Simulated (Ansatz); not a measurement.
**Stability checks on a candidate for ZrSi₃O₈**

The cell was found from a structure generator's guess, not taken from experiment.

These are results of DFT PBE, scalar-relativistic, plane waves, PAW in Ansatz 0.2.0, not measurements. The final run on the 12-atom cell used 420 eV, a Γ-centred 4×4×4 mesh, 0.02 eV smearing and no spin polarisation.

```
Zr Si O
1.0
     3.76321   -3.83092    0.00000
     3.76321    3.83092    0.00000
    -0.00450    0.00000    7.61559
Zr Si O
1 3 8
Direct
  0.47989 0.52011 0.00000
  0.97516 0.47606 0.73035
  0.52394 0.02484 0.26965
  0.02307 0.97693 0.50000
  0.04202 0.23986 0.60579
  0.53167 0.85769 0.09026
  0.14231 0.46833 0.90974
  0.76014 0.95798 0.39421
  0.03776 0.73934 0.63164
  0.53789 0.31486 0.20868
  0.68514 0.46211 0.79132
  0.26066 0.96224 0.36836
```

The zero of energy is the elements' standard structures at the same level (O₂ as a molecule); no fitted shifts are applied.

Question: These tests were run: energy against the elements; phonons at Γ; elastic tensor. What do they show?

Answer:

```tsv
test	result
energy against the elements	−2.870 eV/atom
phonons at Γ	lowest optical mode 37 cm⁻¹
elastic tensor	least eigenvalue 12 GPa
```

It fails none of these tests. Other phases of the system weren't compared here, so this isn't yet thermodynamic stability. Phonons away from Γ weren't computed.

The run for the phonons used a 4×4×4 k mesh. The run for the elastic tensor used a 4×4×4 k mesh.
